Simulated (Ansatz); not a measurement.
Given:

CsSnBr₃ (cubic perovskite, Pm-3m), a = b = c = 5.887 Å, α = β = γ = 90.00°.

This is the PBE-relaxed structure.

### Question
All from DFT-PBE in the program Ansatz with PAW potentials, unless another level is named. Give the gap with spin–orbit coupling.

### Answer
0.26 eV.

### Question
Predict the electron effective mass with spin–orbit coupling.

### Answer
0.067 mₑ (isotropic).

### Question
Give the HSE06 gap on the PBE cell.

### Answer
1.02 eV.

### Question
Next, the weight of the valence-edge state by species (Voronoi cells)?

### Answer
Br 64 %, Sn 36 %.

### Question
Next, the valence-band maximum?

### Answer
at R.

The PBE relaxation kept the symmetry of its start; of distortions, only those at the zone centre were tested. Scalar-relativistic: spin–orbit coupling is off unless named, which matters more the heavier the elements.

Potentials: the later of the program's two PAW sets.
